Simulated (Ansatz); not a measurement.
GaP (NiAs type, space group No. 194) at seven volumes, PBE (plane waves, PAW; program Ansatz), shape and atoms relaxed at each. One row is withheld.

```tsv
V (Å³/atom)	P (GPa)
15.791	9.99
16.312	6.08
16.833	2.78
17.353	0.00
17.874	-2.34
18.394	?
18.915	-5.95
```

Task: Fit the shown pressures and predict the withheld one.

Result: P = (3/2)B₀(x^(7/2) − x^(5/2))[1 + (3/4)(B′ − 4)(x − 1)] with x = (V₀/V)^(2/3). Least squares on the six rows gives V₀ = 17.354 Å³/atom, B₀ = 84.7 GPa, B′ = 4.72. At V = 18.394, x = 0.9619 and P = -4.30 GPa. The run itself gave -4.31 GPa.

Space group P6_3/mmc (NiAs type). A made-up cell: these elements were put on the sites of a structure type; neither database checked (COD, Materials Project) lists it. It is not the phase usual at ambient conditions (space group No. 216). The cell was relaxed with PBE under the symmetry of its start; its stability against distortions is not shown here. Spin–orbit coupling is left out wherever it is not named.

Potentials: the later of the program's two PAW sets.
